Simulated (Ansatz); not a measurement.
Values for one crystal, relaxed and computed with DFT-PBE in the program Ansatz with PAW potentials; other levels are named.

- Volume per atom: 27.12 Å³
- Band gap: 0.49 eV (direct)
- Pressure derivative B′: 4.3
- Valence-band maximum: at L
- Hole effective mass: 0.13, 0.13, 0.19 mₑ (principal values)
- Conduction-band minimum: at L (4 equivalent valleys)
- Formation energy from the elements (no fitted shifts): -0.55 eV/atom

Task: Which of these materials gives this?
(A) CaO, rock salt
(B) SiS2, R-3m (Si on 3a, S on 6c)
(C) PbS, rock salt
(D) NaF, rock salt

Result: C, PbS, rock salt

Space group Fm-3m (rock salt). The PBE relaxation kept the symmetry of its start. The references are the lowest solids computed at this level, not always the standard phases. Scalar-relativistic: spin–orbit coupling is off unless named, which matters more the heavier the elements.

Potentials: the later of the program's two PAW sets.
